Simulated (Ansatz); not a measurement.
Hf₂N₂O:
```
CELL_PARAMETERS angstrom
      6.82037     1.62516     0.00000
     -6.82037     1.62516     0.00000
     -1.46407     0.00000     8.01866
ATOMIC_POSITIONS crystal
  Hf 0.03110 0.96890 0.80819
  Hf 0.96890 0.03110 0.19181
  Hf 0.62996 0.37004 0.47465
  Hf 0.37004 0.62996 0.52535
  Hf 0.69505 0.30495 0.13132
  Hf 0.30495 0.69505 0.86868
  N  0.53659 0.46341 0.65682
  N  0.46341 0.53659 0.34318
  N  0.17198 0.82802 0.96379
  N  0.82802 0.17198 0.03621
  N  0.12586 0.87414 0.28527
  N  0.87414 0.12586 0.71473
  O  0.21107 0.78893 0.61717
  O  0.78893 0.21107 0.38283
  O  0.50000 0.50000 0.00000
```

Relaxed with r²SCAN.

Map the electron localisation function on the plane through (0.031, 0.969, 0.808) spanned by u = [0, 0, 1] and v = [1, -1, 0] in lattice vectors, from the program Ansatz at the r²SCAN level (PAW).

x is the fraction of u, y of v (the angle between them is 100°; rows are the nearest grid lines); atoms in the plane: Hf at (0.00, 0.00), Hf at (0.38, 0.94), Hf at (0.67, 0.60), Hf at (0.72, 0.34), Hf at (0.32, 0.66), Hf at (0.06, 0.27), N at (0.85, 0.51), N at (0.54, 0.43), N at (0.16, 0.14), N at (0.23, 0.80).
```
|%@@@*:       .-=+=-.              .*@@@%|
|%#+:       =%@@@@@@%               :+#%%|
|:.        .+%@@@@@@*          ..::::::::|
|@%+.  :=++-::-+*+-.         .-*%@@@%%@@@|
|%+:.-*%@%##%@%#=.   +*#%#*-..-*@@%+-+%@%|
|-..=#@@%+=*@@%*: .=%@#+*%@%=. .=*%%%%%*-|
|...=#%@@@@@%+-.  .+@%+-+%@%=.   .:-==-:.|
|   ..... .=%@@@@#-.:%@@%*-.             |
|        :#@@@@@@%=    .-*%%%#+:         |
|         .-+**+:.  . -#@@%%@@%=. :-=-:. |
|-.                .  :#@@@@@%+::*%%%##+-|
|+: .-*%%@@%#+:     .....::..:#@@*-=%@@%+|
|. :*@@%=-*@@%=. :+#%@@@@%+..=%@%##%@@#=.|
|  :*%@@@@@%*-..-#@@% .*@@*.  .:-=+=-:.  |
|  .:+*###*=:  .=#@@@#%@@+::=++=:.       |
| .:-:.         .:=+**-.:*@@@@@@%=.  .   |
|%@@@@@#-               :*%@@@@%=.    .+%|
|@@@@@%=.                     .-***+..-#@|
|#%%#+-.:-=--:.             -*%@@@@@*:.=#|
| :+%@@%%%@@%+:..-+*#*+-.  -#@%*:=%@@#:  |
|-#@@%=:=#@%*:.-*@@@%@@@#-..=#%@@%%*-  .-|
|::::=#%%#+: .-#%@%+-%@@#=:   ..       .:|
|@%#=:..::.  .-*%@@@@@%#*-.          :*%@|
|%@@@*:       .-=+=-.              .*@@@%|
```
Scale: ten equal steps from 0.018 (start of ' ') to 0.860 (end of '@'), in the order ' .:-=+*#%@'; x runs from 0.000 to 1.00, y from 0.000 (bottom) to 1.00 (top).

The density is the valence pseudo-density with augmentation charge, so density and ELF within about 1 Å of a nucleus are not all-electron values.

Space group C2/m. The workflow started from a Materials Project entry (that database holds measured and hypothetical structures alike); the Crystallography Open Database copy checked does not list it. Whether it is the stable phase at ambient conditions was not checked. The r²SCAN relaxation kept the symmetry of its start; its stability against distortions is not shown here. The run is not spin-polarised. Spin–orbit coupling is left out wherever it is not named.

Potentials: the later of the program's two PAW sets.
